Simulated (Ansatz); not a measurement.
The calculation used DFT PBE, scalar-relativistic, plane waves, PAW (Ansatz 0.2.0). All cells share a 420 eV cutoff and Γ-centred k meshes spaced at most about 0.3 Å⁻¹ (about 0.25 or finer for metals, 2π included). Collinear spin in cells that started with moments and kept them past the coarse steps, no spin elsewhere.

Each of these unrelaxed guesses is relaxed in cell and atoms within its symmetry. A guess keeps its type if space group and coordination stay and the shape of the cell changes little (axis ratios within about 15 %, angles within 6°); the volume may change.

1. RuCl2 (collinear spin from parallel moments)

Space group P6_3/mmc (No. 194). a = 3.284 Å, b = 3.284 Å, c = 13.042 Å, α = 90.00°, β = 90.00°, γ = 120.00°
```csv
atom,site,symmetry,x,y,z
Ru,2c,-6m2,0.3333,0.6667,0.2500
Cl,4f,3m.,0.3333,0.6667,0.6210
```

2. Zr2F3

Space group R-3m:H (No. 166). a = 4.630 Å, b = 4.630 Å, c = 11.211 Å, α = 90.00°, β = 90.00°, γ = 120.00°
```
atom  site  symmetry       x       y       z
  Zr    6c        3m  0.3333  0.6667  0.3265
   F    9d      .2/m  0.1667  0.3333  0.8333
```

Question: Which guesses survive the relaxation?

Answer: Guess 1 keeps its type.

```
guess  kept  start group  end group  V start (Å³/atom)  V end  b/a and c/a, end over start  nearest neighbours start  nearest neighbours end
    1   yes     P6_3/mmc   P6_3/mmc               20.3   25.5                   1.00, 1.07                Cl 3, Ru 6              Cl 3, Ru 6
    2    no         R-3m       R-3m               13.9   17.5                   1.00, 0.35                 F 6, Zr 6               F 2, Zr 3
```

Neighbours count within 15 % of an atom's shortest distance; end groups are read at 0.02 Å (0.05 Å in metals).

Weakly bound directions are ill-defined at this level, which has no dispersion term (RuCl2 P6_3/mmc). In Zr2F3 R-3m an odd number of electrons in the primitive cell allows no gap without spin; a larger cell or a magnetic state could open one. A magnetic state wasn't ruled out in cells without spin, among them Zr2F3 R-3m. Another magnetic order may lie lower. Cells relaxed within their symmetry can be saddle points.
